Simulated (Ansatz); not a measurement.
# Energy against volume for LaCoO3 (space group R-3c)

LaCoO3 (space group R-3c)

```xyz
10
Lattice="2.7018 1.5599 4.3105 -2.7018 1.5599 4.3105 0.0000 -3.1198 4.3105" Properties=species:S:1:pos:R:3 pbc="T T T"
La     0.0000     0.0000     3.2329
La     0.0000     0.0000     9.6987
O     -0.2832    -1.5599     5.3882
O      1.4925     0.5347     5.3882
O     -1.2093     1.0252     5.3882
O      0.2832     1.5599     7.5434
O     -1.4925    -0.5347     7.5434
O      1.2093    -1.0252     7.5434
Co     0.0000     0.0000     0.0000
Co     0.0000     0.0000     6.4658
```

The volume is varied about the relaxed value V₀ at fixed cell shape. The atoms relax within the cell's symmetry.

These are PBEsol (plane waves to 420 eV, PAW, scalar-relativistic; Ansatz, a program for electronic structure) values and carry that method's errors. k mesh 11×11×11 (Γ-centred), Fermi-Dirac smearing 0.05 eV. E stands for the smeared free energy. Stress and pressure are positive under compression. The magnetic moment jumps within the scan, so the points may not all belong to one state, and nothing is fitted. LaCoO3 is run spin-polarised and with no Hubbard U. LaCoO3 was relaxed with its symmetry unable to fall. Relaxed LaCoO3 ends ferromagnetic. The magnetic order is the one the run started from; other orders were not tried. The zero of ΔE is the relaxed starting cell.

```csv
V (Å³/atom),ΔE (meV/atom),P (GPa),moment (μB/cell)
10.246,21,12.1,0.00
10.409,11,8.2,0.00
10.573,5,4.6,0.00
10.736,1,2.9,2.28
10.900,0,0.0,2.44
11.063,1,-2.7,2.58
11.227,5,-5.1,2.71
11.390,12,-7.4,2.85
11.554,20,-9.4,3.01
```

Derived quantities:

The pressure at the smallest volume comes out as 12.1 GPa. The energy cost of the largest compression comes out as 21 meV/atom and the energy cost of the largest expansion comes out as 20 meV/atom.

The 9 points together took around 60 core-minutes (rough).

(A scan under strain: stresses follow from slopes of the energy per volume, elastic moduli from its curvatures.)
